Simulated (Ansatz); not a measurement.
The cell below belongs to a search over invented structures; it isn't taken from experiment.

Input and command of a plane-wave DFT calculation in Ansatz:

```yaml
crystal:
  lattice:
    - [-3.27394821, 3.44605563, 3.88504644]
    - [3.27394821, -3.44605563, 3.88504644]
    - [3.27394821, 3.44605563, -3.88504644]
  atoms:
    - { symbol: Li, position: [0.5, 0.5, 0.0] }
    - { symbol: Hf, position: [0.84847616, 0.13901819, 0.70945797] }
    - { symbol: Hf, position: [0.15152384, 0.86098181, 0.29054203] }
    - { symbol: Hf, position: [0.42956022, 0.13901819, 0.29054203] }
    - { symbol: Hf, position: [0.57043978, 0.86098181, 0.70945797] }
    - { symbol: Br, position: [0.0, 0.67285267, 0.67285267] }
    - { symbol: Br, position: [0.0, 0.32714733, 0.32714733] }
basis:
  ecutwfc: 420
kpoints:
  mp_grid: { grid: [4, 4, 4] }
hamiltonian:
  xc: pbe
scf:
  occupations: { method: gaussian, width: 0.2 }
  lower_state_search: "off"
output:
  forces: true
  stress: true
  eigenvalues: true
relax:
  adjacent_minimum: "off"
  f_tol: 0.08
  max_steps: 16
  cell: { stress_tol: 0.8 }
```

```bash
ansatz run input.yaml --threads 1 --pin off --max-ram 2560MiB --backend cpu --events-out ev --progress --plain --runs-dir out
```

Processor: Arm Neoverse V2, 1 thread, on a host shared with other jobs.

Question: Estimate time, memory and problem size.

Answer: About 4.2 min, peak memory 0.55 GiB. It solves 73 bands at 18 k points (after reduction by symmetry) with about 3337 plane waves (on the last cell), in 117 SCF iterations over 15 ionic steps.
